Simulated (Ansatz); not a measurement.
The relaxed structure here is a generated cell of PtSe2: the first start was made by a random draw of sites in a space group, and the end was not matched to a known phase here, so it may be hypothetical. Known forms of PtSe2 include space group No. 164.

One starting cell of PtSe$_{2}$ (a randomly generated symmetric cell of PtSe2 (space group No. 191)) was relaxed twice with Ansatz (plane waves, PAW, scalar-relativistic): with r2SCAN at 500 eV and with PBE at 420 eV. The r2SCAN result:

```
PtSe2
1.0
    7.36701     0.00000     0.00000
   -3.68351     6.38002     0.00000
    0.00000     0.00000     2.96463
Pt Se
2 4
Direct
  0.33333   0.66667   0.50000
  0.66667   0.33333   0.50000
  0.00000   0.00000   0.50000
  0.50000   0.00000   0.00000
  0.00000   0.50000   0.00000
  0.50000   0.50000   0.00000
```

```tsv
quantity	r2SCAN	PBE
space group	P6/mmm	P6/mmm
volume (Å³/atom)	23.22	[?]
a (Å)	7.367	[?]
c (Å)	2.965	[?]
gap (eV, no spin-orbit coupling)	0.00	[?]
spin order	ferromagnetic	[?]
net moment (μB/atom)	0.20	[?]
```

What does PBE give for the same quantities?


- volume (Å³/atom), PBE: 23.90
- a (Å), PBE: 7.505
- c (Å), PBE: 2.940
- gap (eV, no spin-orbit coupling), PBE: 0.00
- spin order, PBE: ferromagnetic
- net moment (μB/atom), PBE: 0.16

Both levels end in the same structure; PBE's volume is 2.9 % larger. Neither column is exact.

Spin states reached: ferromagnetic; spin orders were not searched systematically.

The run could not lose the symmetry of its start: the end is stationary, and may be a saddle point rather than a minimum.

All atoms sit on sites fixed by symmetry, so only the cell could relax.

Ansatz is a program for electronic structure.
